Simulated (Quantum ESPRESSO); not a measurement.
Simulation results for TiCu4Mo2Pd (simulated cell), TiIn2Cu2SnMo2 (simulated cell)

Calculation on a made-up metal alloy cell, not a measurement, run again with a planted mistake, found by running each candidate: no spin or spin-orbit, unrelaxed, 2900 K smearing, stress positive in tension, cell energy less the intended atoms' offsets; periodic Kohn-Sham density functional theory in plane waves with PseudoDojo standard norm-conserving scalar-relativistic pseudopotentials, each functional with its own files (v0.5 for PBE, v0.4.1 for LDA and PBEsol), eight atoms on drawn sites of a strained close-packed or body-centred lattice, each displaced and held fixed; the energy is the cell's free energy, ions and the entropy term -TS included, at the stated Fermi-Dirac width, less a fixed offset for each atom's element (shifted free energy); compositions with an open d shell lost a parallel starting moment in a cheaper test run, and other magnetic orders were not tried; an error bar is the largest change of its kind in a tighter rerun, never given below 0.002 eV, 0.02 GPa or 0.003 eV/angstrom, and covers cutoff and k-mesh only, not smearing or the files. Program: Quantum ESPRESSO 7.5.

Common to all runs: intended functional pbe; cutoff 1252 eV; fermi dirac smearing 0.25 eV; intended electrons removed 0; candidate second exchanged site 6; candidate functional lda; structure shown the intended cell.

Notes on all entries: the copper pseudopotential is less sure than most, with forces differing by about three percent and pressure by about two GPa from a second method on plain copper; a spin test at this wide smearing found no moment, but such smearing suppresses magnetism that the real alloy may have; another functional or element uses other pseudopotential files, so its energy jump is mostly a change of zero; lattice, volume and sites are drawn at random and may be unstable or far from any real phase; energies are for the whole cell, less offsets fitted to these runs, so they are not formation energies.

(1) 
```cif
# cell vector a (Å): -0.0419 -0.0377 -4.3899
# cell vector b (Å): 0.0626 4.5345 0.0392
# cell vector c (Å): 5.2906 0.0723 0.0502
data_TiCu4Mo2Pd
_symmetry_space_group_name_H-M 'P 1'
_symmetry_Int_Tables_number 1
_cell_length_a 4.3903
_cell_length_b 4.5351
_cell_length_c 5.2913
_cell_angle_alpha 88.422
_cell_angle_beta 91.097
_cell_angle_gamma 90.995
_cell_volume 105.28
loop_
_atom_site_label
_atom_site_type_symbol
_atom_site_fract_x
_atom_site_fract_y
_atom_site_fract_z
_atom_site_occupancy
Cu1 Cu 0.99715 0.97371 0.00866 1
Mo1 Mo 0.97637 0.00252 0.51292 1
Ti1 Ti 0.98613 0.50882 0.26197 1
Cu2 Cu 0.99504 0.50550 0.77340 1
Pd1 Pd 0.50524 0.34463 0.98904 1
Cu3 Cu 0.50409 0.33864 0.49855 1
Cu4 Cu 0.49495 0.83567 0.24909 1
Mo2 Mo 0.48462 0.81929 0.76485 1
_calc_lattice_type 'hexagonal close-packed'
_calc_healthy_entropy_term_negative_ts -1.276  # eV
_calc_healthy_pressure 14.41  # GPa
_calc_healthy_stress_xx -13.87  # GPa
_calc_healthy_stress_yy -18.99  # GPa
_calc_healthy_stress_zz -10.37  # GPa
_calc_healthy_stress_yz 0.97  # GPa
_calc_healthy_stress_xz 0.62  # GPa
_calc_healthy_stress_xy 5.15  # GPa
_calc_faulty_entropy_term_negative_ts -1.177  # eV
_calc_faulty_pressure 19.57  # GPa
_calc_faulty_stress_xx -19.28  # GPa
_calc_faulty_stress_yy -23.14  # GPa
_calc_faulty_stress_zz -16.28  # GPa
_calc_faulty_stress_yz 1.3  # GPa
_calc_faulty_stress_xz 0.82  # GPa
_calc_faulty_stress_xy 5.86  # GPa
_calc_candidate_first_exchanged_site 3
_calc_candidate_length_scale_change 1.78  # percent
_calc_candidate_wrong_element_site 3
_calc_candidate_wrong_element 'Nb'
_calc_candidate_misplaced_site 6
_calc_candidate_misplaced_along 'x'
_calc_candidate_misplaced_by -0.25  # angstrom
_calc_k_mesh '5 x 5 x 5 shifted half a step off Gamma on each axis'
_calc_healthy_shifted_free_energy -0.391  # eV
_calc_faulty_shifted_free_energy -79.322  # eV
_calc_fault_kind 'wrong element (wrong element site 3, wrong element Nb)'
```

Atoms:
```csv
atoms element,atom site,atom energy offset (eV)
Cu,1,-5159.25
Mo,2,-1911.95
Ti,3,-1615.4
Cu,4,-5159.25
Pd,5,-3687.45
Cu,6,-5159.25
Cu,7,-5159.25
Mo,8,-1911.95
```

Healthy forces:
```csv
site,x (eV/Å),y (eV/Å),z (eV/Å)
1,0.211,1.074,0.044
2,0.278,0.04,-0.776
3,0.14,-0.161,-0.608
4,-0.805,-0.758,0.024
5,1.316,-2.049,0.503
6,0.095,0.096,0.63
7,0.574,0.317,0.344
8,-1.808,1.442,-0.161
```

Faulty forces:
```csv
site,x (eV/Å),y (eV/Å),z (eV/Å)
1,-0.115,1.369,0.033
2,0.484,0.089,-0.847
3,0.403,-0.29,-0.911
4,-0.828,-0.779,0.028
5,1.044,-2.145,0.705
6,0.267,-0.077,0.761
7,0.591,0.453,0.373
8,-1.847,1.38,-0.143
```

Candidate mistake: atoms exchanged, cell scaled, wrong functional, wrong element, atom misplaced

Notes: error bars of the healthy run: energy 0.0038 eV, stress 0.053 GPa, force 0.0071 eV/Å, from a tighter rerun of this or a related cell; largest difference from healthy 20837 error bars; largest difference from nearest other mistake 20755 error bars.

(2) 
```cif
# cell vector a (Å): 0.0280 2.1439 2.1272
# cell vector b (Å): 0.0016 4.2130 -4.1796
# cell vector c (Å): -8.3115 -2.1640 2.0356
data_TiIn2Cu2SnMo2
_symmetry_space_group_name_H-M 'P 1'
_symmetry_Int_Tables_number 1
_cell_length_a 3.0203
_cell_length_b 5.9345
_cell_length_c 8.8265
_cell_angle_alpha 109.678
_cell_angle_beta 91.165
_cell_angle_gamma 89.548
_cell_volume 148.94
loop_
_atom_site_label
_atom_site_type_symbol
_atom_site_fract_x
_atom_site_fract_y
_atom_site_fract_z
_atom_site_occupancy
Ti1 Ti 0.97909 0.00907 0.02008 1
In1 In 0.00189 0.24144 0.50038 1
Mo1 Mo 0.06501 0.50983 0.01016 1
Mo2 Mo 0.00077 0.74014 0.51270 1
Cu1 Cu 0.50831 0.13810 0.75370 1
In2 In 0.41440 0.36849 0.24029 1
Sn1 Sn 0.51352 0.62703 0.75421 1
Cu2 Cu 0.54254 0.87913 0.25149 1
_calc_lattice_type 'face-centred cubic'
_calc_healthy_entropy_term_negative_ts -1.424  # eV
_calc_healthy_pressure -4.79  # GPa
_calc_healthy_stress_xx 2.12  # GPa
_calc_healthy_stress_yy 6.49  # GPa
_calc_healthy_stress_zz 5.77  # GPa
_calc_healthy_stress_yz -2.27  # GPa
_calc_healthy_stress_xz 0.93  # GPa
_calc_healthy_stress_xy 2.04  # GPa
_calc_faulty_entropy_term_negative_ts -1.431  # eV
_calc_faulty_pressure -4.42  # GPa
_calc_faulty_stress_xx 3.11  # GPa
_calc_faulty_stress_yy 4.6  # GPa
_calc_faulty_stress_zz 5.55  # GPa
_calc_faulty_stress_yz -1.55  # GPa
_calc_faulty_stress_xz -2.46  # GPa
_calc_faulty_stress_xy 3.88  # GPa
_calc_candidate_first_exchanged_site 1
_calc_candidate_length_scale_change 0.94  # percent
_calc_candidate_wrong_element_site 5
_calc_candidate_wrong_element 'Li'
_calc_candidate_misplaced_site 2
_calc_candidate_misplaced_along 'z'
_calc_candidate_misplaced_by 0.11  # angstrom
_calc_k_mesh '8 x 4 x 3 shifted half a step off Gamma on each axis'
_calc_healthy_shifted_free_energy 0.511  # eV
_calc_faulty_shifted_free_energy 0.49  # eV
_calc_fault_kind 'atoms exchanged (first exchanged site 1, second exchanged site 6)'
```

Atoms:
```csv
atoms element,atom site,atom energy offset (eV)
Ti,1,-1615.4
In,2,-1808.02
Mo,3,-1911.95
Mo,4,-1911.95
Cu,5,-5159.25
In,6,-1808.02
Sn,7,-2144.16
Cu,8,-5159.25
```

Healthy forces:
```csv
site,x (eV/Å),y (eV/Å),z (eV/Å)
1,1.189,-0.578,0.233
2,0.325,-1.184,1.086
3,1.207,0.049,-1.109
4,0.118,0.34,-0.549
5,-0.374,-0.18,0.181
6,-1.365,1.568,0.414
7,-1.233,0.408,-0.452
8,0.132,-0.423,0.195
```

Faulty forces:
```csv
site,x (eV/Å),y (eV/Å),z (eV/Å)
1,0.319,-0.096,-0.285
2,0.876,-0.988,0.792
3,-0.108,-0.574,0.228
4,0.655,0.298,-0.257
5,-0.035,0.005,0.052
6,-1.069,1.897,-1.004
7,-0.434,0.105,-0.045
8,-0.203,-0.646,0.52
```

Candidate mistake: atoms exchanged, cell scaled, wrong functional, wrong element, atom misplaced

Notes: the tin pseudopotential is less sure than most, with forces differing by about three percent from a second method on plain tin; error bars of the healthy run: energy 0.0026 eV, stress 0.02 GPa, force 0.005 eV/Å, from a tighter rerun of this or a related cell; largest difference from healthy 287 error bars; largest difference from nearest other mistake 269 error bars.
